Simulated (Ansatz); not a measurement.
LiSnAu in space group P6_3/mmc (No. 194; Li on 2a, Au on 2c, Sn on 2d), plane-wave PAW PBEsol (Ansatz code), all energies at zero smearing, with the estimated change up to a 700 eV cutoff added, with one set of potentials and settings (totals compare only within such a set). Cell of 6 atoms (2 Li, 2 Au, 2 Sn): -38322.475 eV.

```
element                reference phase  E (eV/atom)
-------  -----------------------------  -----------
Li          Fm-3m, 1 atoms in the cell    -203.0014
Au          Fm-3m, 1 atoms in the cell  -13007.0999
Sn       I4_1/amd, 2 atoms in the cell   -5949.7830
```

Formation energy per atom, worked out: (-38322.475 − 2×(-203.0014) − 2×(-13007.0999) − 2×(-5949.7830))/6 = -0.451 eV/atom (-44 kJ per mol of atoms), at 0 K, without zero-point energy or fitted corrections.

The workflow started from an entry of the Crystallography Open Database (COD). Its standing as an ambient phase is unchecked. The PBEsol relaxation kept the symmetry of its start; whether a distortion lowers the energy is not shown. The references are the lowest solids computed at this level, not always the standard phases. Scalar-relativistic: spin–orbit coupling is off unless named, which matters more the heavier the elements.

Potentials: the later of the program's two PAW sets.
